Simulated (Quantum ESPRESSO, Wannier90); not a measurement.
**Wannier functions of GaSb (zinc blende)**

```
begin unit_cell_cart
ang
    0.0000000000    3.0686050000    3.0686050000
    3.0686050000    0.0000000000    3.0686050000
    3.0686050000    3.0686050000    0.0000000000
end unit_cell_cart
begin atoms_frac
Ga   0.0000000000  0.0000000000  0.0000000000
Sb   0.2500000000  0.2500000000  0.2500000000
end atoms_frac
```

Cell from Materials Project (mp-1156), symmetrised, no further relaxation. COD (Crystallography Open Database) has an entry of this formula and space group (matched by these alone). Method: PBE plane waves in Quantum ESPRESSO 7.5 (PseudoDojo norm-conserving files, 64 Ry, no spin polarisation, no spin-orbit coupling), Bloch states on a 10×10×10 mesh through Γ, Wannier90 4.0.1. Density: 10×10×10 mesh, Gaussian smearing 0.01 Ry. Spin-orbit coupling is left out although heavy elements are present.

Band 11 is isolated and gives one Wannier function a cell (Sb2 5s 57 %, Ga1 4p 22 %, Ga1 4s 15 %; spread 2.98 Å²). Its on-site energy is ε = -9.901 eV relative to the Fermi level, and its hoppings t(R) = t(−R) to the nearer images are (images within this range that aren't listed have |t| under 5 meV):

```
R (lattice vectors; −R alike)  distance (Å)  t (eV)
-----------------------------  ------------  ------
0 0 1                                  4.34  -0.168
0 1 -1                                 4.34  -0.168
0 1 0                                  4.34  -0.168
1 -1 0                                 4.34  -0.168
1 0 -1                                 4.34  -0.168
1 0 0                                  4.34  -0.168
1 -1 -1                                6.14   0.020
1 -1 1                                 6.14   0.020
1 1 -1                                 6.14   0.020
0 1 -2                                 7.52   0.016
0 1 1                                  7.52   0.016
0 2 -1                                 7.52   0.016
1 -2 0                                 7.52   0.016
1 -2 1                                 7.52   0.016
1 0 -2                                 7.52   0.016
1 0 1                                  7.52   0.016
1 1 -2                                 7.52   0.016
1 1 0                                  7.52   0.016
2 -1 -1                                7.52   0.016
2 -1 0                                 7.52   0.016
2 0 -1                                 7.52   0.016
```

### Question
Work out the band energy at Γ, X, U, K from these numbers.

### Answer
For one orbital E(k) = ε + Σ_R 2 t(R) cos(2π k·R), the sum over the listed R.
- Γ, k = (0.000, 0.000, 0.000): E = -9.901 + (-0.168)·(12.00) + (0.020)·(6.00) + (0.016)·(24.00) = -11.41 eV; pw.x: -11.48 eV
- X, k = (-0.500, -0.500, 0.000): E = -9.901 + (-0.168)·(-4.00) + (0.020)·(6.00) + (0.016)·(-8.00) = -9.24 eV; pw.x: -9.08 eV
- U, k = (-0.375, -0.375, 0.250): E = -9.901 + (-0.168)·(-3.66) + (0.020)·(2.00) + (0.016)·(4.00) = -9.18 eV; pw.x: -9.14 eV
- K, k = (-0.375, 0.000, 0.375): E = -9.901 + (-0.168)·(-3.66) + (0.020)·(2.00) + (0.016)·(4.00) = -9.18 eV; pw.x: -9.14 eV

At these points the listed shells miss the plane-wave band by up to 0.16 eV, of a width of 2.45 eV on the path. With all its hoppings the model misses the band by 1.1 meV at worst on the whole path, so most of the miss comes from the hoppings not listed.
